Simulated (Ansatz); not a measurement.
An elastic tensor (GPa, Voigt order, standard axes) from DFT-r²SCAN in the program Ansatz with PAW potentials:

```
  622  -74.0  -74.0    0.0    0.0    0.0
-74.0    622  -74.0    0.0    0.0    0.0
-74.0  -74.0    622    0.0    0.0    0.0
  0.0    0.0    0.0  -61.2    0.0    0.0
  0.0    0.0    0.0    0.0  -61.2    0.0
  0.0    0.0    0.0    0.0    0.0  -61.2
```

Pick the material that matches.
A) C, Fd-3m (C on 8b, C on 32e)
B) BeTe, rock salt
C) MgO, CsCl type
D) Si3P4, I-43d (Si on 12a, P on 16c)

C, MgO, CsCl type

Space group Pm-3m (CsCl type). This is a known high-pressure phase of the composition, computed here at zero pressure and temperature. The r²SCAN relaxation kept the symmetry of its start. At this level the phase is mechanically unstable.

Potentials: the earlier of the program's two PAW sets.
